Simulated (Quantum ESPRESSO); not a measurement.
# Ge6PGa: input and log of a self-consistent run

A calculation, not a measurement. The program is pw.x of Quantum ESPRESSO 7.5 (plane-wave density functional theory). The cell is made up: 8 atoms on a zincblende/diamond lattice, with randomly drawn elements, strain and displacements, not relaxed. PseudoDojo standard norm-conserving files (v0.5 for PBE, v0.4.1 for LDA and PBEsol) set the functional; there is no spin polarisation, spin-orbit coupling or dispersion term, and the masses in the input are unused placeholders.

Input:

```
&control calculation='scf', pseudo_dir='./dojo.nc.sr.pbe.v0_5.standard.upf', outdir='./o', disk_io='low', tprnfor=.true., tstress=.true. /
&system ibrav=0, nat=8, ntyp=3, nbnd=61, ecutwfc=79.96652505, nosym=.true., tot_charge=0,
 occupations='smearing', smearing='fd', degauss=0.0073498644
/
&electrons conv_thr=7.350e-09, electron_maxstep=60, /
ATOMIC_SPECIES
Ga 1.0 Ga.upf
Ge 1.0 Ge.upf
P 1.0 P.upf
CELL_PARAMETERS angstrom
5.6163 0.0 0.0
0.0 5.6163 0.0
0.0 0.0 5.6163
ATOMIC_POSITIONS angstrom
Ge -0.0463 0.0031 -0.0286
Ge 0.1263 2.8116 2.8514
Ge 2.8116 0.0157 2.8793
Ge 2.7764 2.7033 0.0499
P 1.4702 1.3894 1.4181
Ge 1.3575 4.1912 4.2111
Ge 4.2602 1.3244 4.2368
Ga 4.2208 4.1505 1.4439
K_POINTS automatic
6 6 6 1 1 1
```

The log is shortened where brackets say so; the opening notice, blank lines, dates and the lines on written files are dropped, and the path of the files is cut. It prints rydbergs, bohrs and kilobars, and counts compression as positive stress.

```
     Program PWSCF v.7.5
     Parallel version (MPI & OpenMP), running on       4 processor cores
     Number of MPI processes:                 4
     Threads/MPI process:                     1
     [start-up lines left out]
     bravais-lattice index     =            0
     lattice parameter (alat)  =      10.6133  a.u.
     unit-cell volume          =    1195.4943 (a.u.)^3
     number of atoms/cell      =            8
     number of atomic types    =            3
     number of electrons       =       102.00
     number of Kohn-Sham states=           61
     kinetic-energy cutoff     =      79.9665  Ry
     charge density cutoff     =     319.8661  Ry
     scf convergence threshold =      7.3E-09
     mixing beta               =       0.7000
     number of iterations used =            8  plain     mixing
     Exchange-correlation= PBE
                           (   1   4   3   4   0   0   0)
     [axes and pseudopotential details left out]
   Cartesian axes
     site n.     atom                  positions (alat units)
         1        Ge     tau(   1) = (  -0.0082439   0.0005520  -0.0050923  )
         2        Ge     tau(   2) = (   0.0224881   0.5006143   0.5077008  )
         3        Ge     tau(   3) = (   0.5006143   0.0027954   0.5126685  )
         4        Ge     tau(   4) = (   0.4943468   0.4813311   0.0088849  )
         5        P      tau(   5) = (   0.2617738   0.2473871   0.2524972  )
         6        Ge     tau(   6) = (   0.2417072   0.7462564   0.7497997  )
         7        Ge     tau(   7) = (   0.7585421   0.2358136   0.7543757  )
         8        Ga     tau(   8) = (   0.7515268   0.7390097   0.2570910  )
     number of k points=   108  Fermi-Dirac smearing, width (Ry)=  0.0073
     Number of k-points >= 100: set verbosity='high' to print them.
     Dense  grid:   115361 G-vectors     FFT dimensions: (  64,  64,  64)
     Estimated max dynamical RAM per process >     539.83 MB
     Estimated total dynamical RAM >       2.03 GB
     Initial potential from superposition of free atoms
     starting charge     101.9922, renormalised to     102.0000
     Starting wfcs are   67 randomized atomic wfcs
     total cpu time spent up to now is       15.8 secs
     per-process dynamical memory:   473.5 Mb
     Self-consistent Calculation
     iteration #  1     ecut=    79.97 Ry     beta= 0.70
     Davidson diagonalization with overlap
     ethr =  1.00E-02,  avg # of iterations =  3.2
     Threshold (ethr) on eigenvalues was too large:
     Diagonalizing with lowered threshold
     Davidson diagonalization with overlap
     ethr =  1.43E-04,  avg # of iterations =  7.0
     total cpu time spent up to now is      106.7 secs
     total energy              =   -1238.59049733 Ry
     estimated scf accuracy    <       0.15654831 Ry
     iteration #  2     ecut=    79.97 Ry     beta= 0.70
     Davidson diagonalization with overlap
     ethr =  1.53E-04,  avg # of iterations =  2.0
     total cpu time spent up to now is      139.9 secs
     total energy              =   -1238.59307757 Ry
     estimated scf accuracy    <       0.03098628 Ry
     iteration #  3     ecut=    79.97 Ry     beta= 0.70
     Davidson diagonalization with overlap
     ethr =  3.04E-05,  avg # of iterations =  3.6
     total cpu time spent up to now is      181.9 secs
     total energy              =   -1238.60043388 Ry
     estimated scf accuracy    <       0.02830237 Ry
     iteration #  4     ecut=    79.97 Ry     beta= 0.70
     Davidson diagonalization with overlap
     ethr =  2.77E-05,  avg # of iterations =  2.0
     total cpu time spent up to now is      215.1 secs
     total energy              =   -1238.60567970 Ry
     estimated scf accuracy    <       0.00081221 Ry
     iteration #  5     ecut=    79.97 Ry     beta= 0.70
     Davidson diagonalization with overlap
     ethr =  7.96E-07,  avg # of iterations =  6.7
     total cpu time spent up to now is      259.4 secs
     total energy              =   -1238.60590167 Ry
     estimated scf accuracy    <       0.00008850 Ry
     iteration #  6     ecut=    79.97 Ry     beta= 0.70
     Davidson diagonalization with overlap
     ethr =  8.68E-08,  avg # of iterations =  3.0
     total cpu time spent up to now is      294.9 secs
     total energy              =   -1238.60592480 Ry
     estimated scf accuracy    <       0.00001794 Ry
     iteration #  7     ecut=    79.97 Ry     beta= 0.70
     Davidson diagonalization with overlap
     ethr =  1.76E-08,  avg # of iterations =  2.0
     total cpu time spent up to now is      329.1 secs
     total energy              =   -1238.60592860 Ry
     estimated scf accuracy    <       0.00000075 Ry
     iteration #  8     ecut=    79.97 Ry     beta= 0.70
     Davidson diagonalization with overlap
     ethr =  7.38E-10,  avg # of iterations =  4.0
     total cpu time spent up to now is      372.1 secs
     total energy              =   -1238.60592885 Ry
     estimated scf accuracy    <       0.00000018 Ry
     iteration #  9     ecut=    79.97 Ry     beta= 0.70
     Davidson diagonalization with overlap
     ethr =  1.81E-10,  avg # of iterations =  2.0
     total cpu time spent up to now is      406.0 secs
     total energy              =   -1238.60592890 Ry
     estimated scf accuracy    <       0.00000002 Ry
     iteration # 10     ecut=    79.97 Ry     beta= 0.70
     Davidson diagonalization with overlap
     ethr =  2.35E-11,  avg # of iterations =  2.1
     total cpu time spent up to now is      446.8 secs
     End of self-consistent calculation
     Number of k-points >= 100: set verbosity='high' to print the bands.
     the Fermi energy is     9.1620 ev
!    total energy              =   -1238.60592891 Ry
     estimated scf accuracy    <          2.5E-09 Ry
     smearing contrib. (-TS)   =      -0.00210070 Ry
     internal energy E=F+TS    =   -1238.60382821 Ry
     The total energy is F=E-TS. E is the sum of the following terms:
     one-electron contribution =    -650.24792025 Ry
     hartree contribution      =     396.06194008 Ry
     xc contribution           =    -307.94307795 Ry
     ewald contribution        =    -676.47477010 Ry
     convergence has been achieved in  10 iterations
     Forces acting on atoms (cartesian axes, Ry/au):
     atom    1 type  2   force =     0.01965962   -0.04255092    0.06564091
     atom    2 type  2   force =    -0.06095555   -0.02857802   -0.04865165
     atom    3 type  2   force =     0.01023908   -0.03597543   -0.04052439
     atom    4 type  2   force =     0.03149541    0.04249389   -0.00856420
     atom    5 type  3   force =    -0.02868559   -0.02120700    0.01013823
     atom    6 type  2   force =     0.04533100    0.01909818    0.04272301
     atom    7 type  2   force =    -0.01394368    0.06131256   -0.02178747
     atom    8 type  1   force =    -0.00314031    0.00540676    0.00102557
     Total force =     0.171482     Total SCF correction =     0.000315
     Computing stress (Cartesian axis) and pressure
          total   stress  (Ry/bohr**3)                   (kbar)     P=       44.70
   0.00029429   0.00004353   0.00010347           43.29        6.40       15.22
   0.00004353   0.00030540   0.00000956            6.40       44.93        1.41
   0.00010347   0.00000956   0.00031181           15.22        1.41       45.87
     init_run     :     14.41s CPU     15.01s WALL (       1 calls)
     electrons    :    426.66s CPU    431.02s WALL (       1 calls)
     forces       :      5.29s CPU      5.42s WALL (       1 calls)
     stress       :     18.21s CPU     18.35s WALL (       1 calls)
     [timing details left out]
     PWSCF        :   7m45.56s CPU   7m51.08s WALL
     JOB DONE.
```

In other units: free energy -16852.092 eV for the cell, pressure 4.47 GPa, largest force component 1.688 eV/Å. A rerun of the same cell at another strain at 1377 eV and a 8 x 8 x 8 mesh moved values by no more than 0.004 eV in energy, 0.03 GPa in stress and 0.010 eV/Å in force.